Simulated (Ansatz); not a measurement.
NiPtF₆ (space group R-3)

```xyz
8
Lattice="2.4677 1.4247 4.5189 -2.4677 1.4247 4.5189 0.0000 -2.8494 4.5189" Properties=species:S:1:pos:R:3 pbc="T T T"
Ni     0.0000     0.0000     0.0000
Pt     0.0000     0.0000     6.7784
F      1.5943    -0.0723     7.9094
F     -1.5943     0.0723     5.6474
F     -0.7345     1.4169     7.9094
F      0.7345    -1.4169     5.6474
F     -0.8598    -1.3446     7.9094
F      0.8598     1.3446     5.6474
```

E(V) scan at fixed shape, V₀ the volume above. The atoms relax within the cell's symmetry.

The numbers are results of PBEsol (plane waves to 420 eV, PAW, scalar-relativistic; Ansatz, a first-principles code), not measurements. k mesh 8×8×8 (Γ-centred), Fermi-Dirac smearing 0.05 eV. Stress and pressure are positive under compression. NiPtF6 is run spin-polarised and with no Hubbard U. NiPtF6 was relaxed with its symmetry unable to fall. Relaxed NiPtF6 ends ferromagnetic. Spin-orbit coupling is left out, though Pt is heavy. The magnetic order is the one the run started from; other orders were not tried.

At one point of the scan the stress tensor (GPa) is:

```
    4.5      0.0      0.0
    0.0      4.5      0.0
    0.0      0.0      5.8
```

Q: Which point is it?
A. V/V₀ = 0.925
B. V/V₀ = 0.950
C. V/V₀ = 0.975
D. V/V₀ = 0.900

A: A, V/V₀ = 0.925

(A scan under strain: stresses follow from slopes of the energy per volume, elastic moduli from its curvatures.)
